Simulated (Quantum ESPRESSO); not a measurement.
**Band energies of BN**

```
BN
1.0
    0.00000     3.49532     2.16609
    1.25163     0.00000     2.16609
    1.25163     3.49532     0.00000
B N
1 1
Cartesian
  1.25163   3.49532   0.00022
  1.25163   3.49532   2.88805
```

norm-conserving LDA (Quantum ESPRESSO, 84 Ry, without SOC); path ΓYTZΓXA1Y,TX1,XAZ,LΓ; energies in eV from the valence-band maximum.

| k (1/Å) | point | band 1 | band 2 | band 3 | band 4 | band 5 | band 6 | band 7 |
|---|---|---|---|---|---|---|---|---|
| 0.00 | Γ | -17.72 | -4.58 | -1.51 | -1.50 | 4.48 | 11.42 | 11.48 |
| 0.52 |  | -17.11 | -3.81 | -3.72 | -2.50 | 5.49 | 10.96 | 11.20 |
| 1.14 |  | -15.14 | -8.16 | -4.08 | -1.34 | 6.67 | 8.46 | 11.16 |
| 1.45 | Y | -14.54 | -9.13 | -4.32 | -0.59 | 5.62 | 9.33 | 11.76 |
| 1.68 |  | -14.52 | -9.10 | -4.32 | -0.75 | 5.22 | 9.50 | 12.31 |
| 2.35 | T | -14.43 | -8.93 | -4.36 | -1.56 | 3.61 | 9.90 | 14.02 |
| 2.87 |  | -15.70 | -6.68 | -3.72 | -3.65 | 6.51 | 10.19 | 13.52 |
| 3.49 |  | -17.29 | -5.98 | -2.36 | -1.94 | 9.10 | 11.12 | 12.34 |
| 3.80 | Z | -17.51 | -6.29 | -1.53 | -1.50 | 9.17 | 11.38 | 11.45 |
| 4.02 |  | -17.54 | -6.08 | -1.52 | -1.50 | 8.29 | 11.39 | 11.45 |
| 4.70 | Γ | -17.72 | -4.58 | -1.51 | -1.50 | 4.48 | 11.42 | 11.48 |
| 5.21 |  | -17.12 | -3.83 | -3.52 | -2.62 | 5.48 | 10.73 | 11.56 |
| 5.82 |  | -15.14 | -7.21 | -5.40 | -1.41 | 6.15 | 8.83 | 13.69 |
| 6.33 |  | -13.88 | -8.16 | -7.17 | -0.28 | 4.16 | 11.74 | 12.72 |
| 6.53 | X | -13.93 | -8.25 | -6.90 | -0.60 | 4.02 | 11.96 | 13.32 |
| 6.93 |  | -14.21 | -8.41 | -6.08 | -1.03 | 4.71 | 12.52 | 12.64 |
| 7.42 |  | -14.60 | -8.83 | -4.28 | -1.62 | 5.00 | 9.84 | 13.49 |
| 8.01 |  | -14.18 | -8.36 | -6.34 | -0.91 | 4.99 | 12.35 | 13.72 |
| 8.21 | A1 | -13.99 | -8.19 | -7.02 | -0.49 | 4.82 | 12.74 | 13.34 |
| 8.51 |  | -13.98 | -8.33 | -6.97 | 0.00 | 4.90 | 12.06 | 13.32 |
| 9.11 |  | -14.52 | -9.11 | -4.41 | -0.57 | 5.61 | 9.44 | 11.78 |
| 9.21 | Y | -14.54 | -9.13 | -4.32 | -0.59 | 5.62 | 9.33 | 11.76 |
| 9.21 | T | -14.43 | -8.93 | -4.36 | -1.56 | 3.61 | 9.90 | 14.02 |
| 9.54 |  | -14.26 | -8.74 | -5.28 | -1.28 | 3.76 | 11.26 | 13.30 |
| 9.88 | X1 | -13.93 | -8.25 | -6.90 | -0.60 | 4.02 | 11.96 | 13.32 |
| 9.88 | X | -13.93 | -8.25 | -6.90 | -0.60 | 4.02 | 11.96 | 13.32 |
| 10.09 |  | -13.89 | -8.17 | -7.12 | -0.40 | 4.14 | 11.58 | 13.61 |
| 10.62 |  | -13.92 | -8.18 | -7.18 | -0.24 | 4.64 | 12.04 | 13.74 |
| 10.84 | A | -13.99 | -8.19 | -7.02 | -0.49 | 4.82 | 12.74 | 13.34 |
| 11.24 |  | -15.06 | -7.17 | -5.43 | -2.62 | 6.45 | 12.79 | 13.79 |
| 11.74 |  | -16.70 | -5.13 | -4.15 | -3.04 | 8.73 | 11.51 | 12.70 |
| 12.35 | Z | -17.51 | -6.29 | -1.53 | -1.50 | 9.17 | 11.38 | 11.45 |
| 12.35 | L | -14.49 | -9.03 | -4.32 | -1.10 | 4.42 | 9.80 | 12.89 |
| 12.73 |  | -15.27 | -7.78 | -4.01 | -2.01 | 5.87 | 9.28 | 11.44 |
| 13.30 |  | -17.03 | -3.96 | -3.81 | -2.59 | 5.89 | 10.56 | 11.19 |
| 13.87 | Γ | -17.72 | -4.58 | -1.51 | -1.50 | 4.48 | 11.42 | 11.48 |

The LDA gap is indirect, 3.61 eV, from 30 % of the way from A1 to Y to T; the smallest direct gap is 4.44 eV.

Geometry of the Materials Project entry, not relaxed at this level.

This is not the ordinary phase of the substance; no match was found in the copy of COD used, and its stability was not checked.

Letters of k points follow the standard setting of the lattice, whose axes may be ordered differently from the printed cell.

The distance between layers or molecules is the database entry's, not relaxed here. Functionals without dispersion can leave it too large, which widens gaps and weakens the response across layers: the numbers belong to this cell.
